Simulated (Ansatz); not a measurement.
Sr3TaN3, one structure, two calculations

Cell: a Materials Project structure (computed, not necessarily an observed phase).

```cif
data_Sr3TaN3
_symmetry_space_group_name_H-M 'P6_3/m'
_symmetry_Int_Tables_number 176
_cell_length_a 7.9561
_cell_length_b 7.9561
_cell_length_c 5.5188
_cell_angle_alpha 90.000
_cell_angle_beta 90.000
_cell_angle_gamma 120.000
loop_
_atom_site_label
_atom_site_type_symbol
_atom_site_symmetry_multiplicity
_atom_site_Wyckoff_symbol
_atom_site_fract_x
_atom_site_fract_y
_atom_site_fract_z
Sr Sr 6 h 0.8802 0.6435 0.2500
Ta Ta 2 c 0.6667 0.3333 0.7500
N N 6 h 0.8624 0.6089 0.7500
```

One atom of each set is listed.

First run. Method: Kohn–Sham DFT in Ansatz, PBE, plane waves and PAW, scalar-relativistic, collinear spin, 420 eV cutoff, Γ-centred 4×4×5 k-points, Fermi–Dirac smearing 0.02 eV. Start moments as typed (μB): 2 on each Ta, none on the rest.

```csv
site,V_zz (10²¹ V/m²),η
Sr,9.48,0.24
Ta,72.7,0.00
N,-3.21,0.99
```

Second run. The same atoms and settings, except that the functional is r2SCAN and the cutoff is 500 eV.

(1) Given the first result, estimate the second.

Answers

(1) 

```tsv
site	V_zz	η	change of V_zz
Sr	9.89	0.20	+0.41
Ta	75.3	0.00	+2.59
N	3.24	0.98	–
```

The largest change of V_zz along a kept axis is on Ta, from 72.7 to 75.3. In per cent, |V_zz| changes by +4 on Sr, +4 on Ta (all sites that start above 0.5, bar those whose gradient vanishes or changes sign or whose main axis turns by over 40°). On N the largest principal value lies along another axis in the second run, so the two V_zz can't be compared directly.

Without spin–orbit coupling the gradients at and beside Ta can be off by some per cent, at some sites by more. With these PAW files V_zz is typically within 2 to 3 % of all-electron values, but misses above 10 % occur on Ta. The start moments die out, and the run ends without spin.
For the second run: The largest force is 0.3 eV/Å, so the atoms aren't at the calculated equilibrium and relaxing them would move these values. The program didn't check the stability of this electronic state in full, so a lower one may lie near.
